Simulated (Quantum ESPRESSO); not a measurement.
C7, a curve over strain

A calculation, not a measurement. The program is pw.x of Quantum ESPRESSO 7.5 (plane-wave density functional theory). The cell is made up: 7 atoms on a zincblende/diamond lattice with one site empty, with randomly drawn elements, strain and displacements, not relaxed. PseudoDojo standard norm-conserving files (v0.5 for PBE, v0.4.1 for LDA and PBEsol) set the functional; there is no spin polarisation, spin-orbit coupling or dispersion term, and the masses in the input are unused placeholders. A spin-polarised start on this cell or one of its family kept no moment.

Seven runs add a strain to one cell (shear xy, as the tensor component); the atoms follow the cell and are not relaxed. Stress in the table is positive in tension.

Input of the run at -0.0042:

```
&control calculation='scf', pseudo_dir='./dojo.nc.sr.pbe.v0_5.standard.upf', outdir='./o', disk_io='low', tprnfor=.true., tstress=.true. /
&system ibrav=0, nat=7, ntyp=1, nbnd=24, ecutwfc=82.02448710, nosym=.true., tot_charge=0,
 occupations='smearing', smearing='fd', degauss=0.0073498644
/
&electrons conv_thr=7.350e-09, electron_maxstep=60, /
ATOMIC_SPECIES
C 1.0 C.upf
CELL_PARAMETERS angstrom
3.5572 -0.0149 0.0
-0.0149 3.5572 0.0
0.0 0.0 3.5572
ATOMIC_POSITIONS angstrom
C -0.0565 1.7576 1.8121
C 1.704 -0.057 1.7702
C 1.803 1.7697 0.0522
C 0.8797 0.8816 0.8996
C 0.9629 2.6755 2.7306
C 2.6424 0.8903 2.6772
C 2.7098 2.6184 0.9236
K_POINTS automatic
7 7 7 1 1 1
```

| added strain | free energy less that of the input shown (eV) | stress xx (GPa) | stress yy (GPa) | stress zz (GPa) | stress xy (GPa) | pressure (GPa) | iterations |
| --- | --- | --- | --- | --- | --- | --- | --- |
| -0.0234 | 0.0896 | 2.46 | 1.97 | 6.30 | -15.31 | -3.58 | 11 |
| -0.0208 | 0.0690 | 2.63 | 2.17 | 6.35 | -13.42 | -3.72 | 11 |
| -0.0111 | 0.0150 | 3.02 | 2.75 | 6.43 | -6.40 | -4.07 | 11 |
| -0.0078 | 0.0054 | 3.08 | 2.85 | 6.42 | -4.02 | -4.12 | 11 |
| -0.0042 | 0.0000 | 3.09 | 2.93 | 6.39 | -1.45 | -4.14 | 10 |
| +0.0153 | 0.0599 | 2.22 | 2.39 | 6.01 | 12.49 | -3.54 | 10 |
| +0.0184 | 0.0837 | 1.95 | 2.16 | 5.91 | 14.76 | -3.34 | 11 |

A cubic fit gives a slope of stress xy against the added strain of 713 GPa at zero added strain, with the atoms clamped. Across the table the free energy follows the integral of the stress to within 0.4 meV. A rerun of one of the cells at 1347 eV and a 9 x 9 x 9 mesh moved values by no more than 0.005 eV in energy, 0.25 GPa in stress and 0.015 eV/Å in force.